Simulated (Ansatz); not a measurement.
**Relaxing a structure of TiC**

The start is a relaxed TiC cell displaced along its unstable phonon at q = (½, 0, 0) of its primitive reciprocal cell (323i cm⁻¹), largest move 0.15 Å. A full variable-cell relaxation at zero pressure is run with r2SCAN (plane waves to 500 eV, PAW, scalar-relativistic; Ansatz, a program for electronic structure). First-step values are on the input's coarse k-mesh.

Ansatz input (later rounds restart from its end on a renewed k-mesh):
Ansatz 0.2 input:
```yaml
crystal:
  lattice:
    - [0, 5.4819180782, 5.4819180782]
    - [2.7409590391, 0, 2.7409590391]
    - [2.7409590391, 2.7409590391, 0]
  atoms:
    - { symbol: Ti, position: [0.375, 0.7469882976, 0.7519448108] }
    - { symbol: Ti, position: [0.875, 0.7530117024, 0.7480551892] }
    - { symbol: Ti, position: [0.25, 0.4969882976, 0.5019448108] }
    - { symbol: Ti, position: [0.75, 0.5030117024, 0.4980551892] }
    - { symbol: C, position: [0, 0.0440633967, -0.0284539962] }
    - { symbol: C, position: [0.5, -0.0440633967, 1.0284539962] }
    - { symbol: C, position: [0.125, 0.2059366033, 0.2784539962] }
    - { symbol: C, position: [0.625, 0.2940633967, 0.2215460038] }
basis: { ecutwfc: 500, ecutrho_ratio: 4, xc_grid: 4, fft_grid_basis: typed }
kpoints: { mp_grid: { grid: [5, 10, 10] } }
hamiltonian:
  xc: r2scan
  dispersion: none
  pseudopotentials: { azcp: { folder: ./paw }, kind: paw }
scf: { occupations: { method: fermi_dirac, width: 0.05 } }
relax: { f_tol: 0.01, max_steps: 100, cell: { stress_tol: 0.02 } }
output: { forces: true, stress: true }
```

Problem. By how much does the energy per atom fall from start to end?

Solution. About 2.2 eV/atom.

Problem. Does it find its way back to the structure it was made from?

Solution. It does not go back: it reaches C2/m (No. 12), 2.23 eV/atom below the parent.

Problem. How do the shortest distances between atoms change?

Solution. The closest pairs of elements (up to four, under 3.6 Å), start → end: C–C 2.10 → 1.51 Å; C–Ti 2.24 → 2.18 Å; Ti–Ti 2.37 → 2.52 Å.

Problem. What band gap does the relaxed structure have at this level?

Solution. Zero (metallic).

Problem. Write out the relaxed structure.

Solution. 
Space group C2/m (No. 12); a = 8.059 Å, b = 3.053 Å, c = 3.169 Å, α = γ = 90.00°, β = 97.64°

```csv
atom,site,symmetry,x,y,z
Ti,4i,m,0.1406,0.0000,0.2269
C,4i,m,0.4244,0.0000,0.3315
```
(The calculation used a cell of 4 atoms; values per cell refer to that cell.)

Final values are on a 15×15×14 k-mesh of the relaxed cell. The start holds a very short contact (C–C 2.10 Å). No spin polarisation in the result.

The run could not lose the symmetry of its start, so the end can be a saddle point.

The relaxed structure here is a generated cell of TiC: the first start was made by placing the elements on the sites of a structure type, and the end was not matched to a known phase here, so it may be hypothetical. Known forms of TiC include space group No. 225.
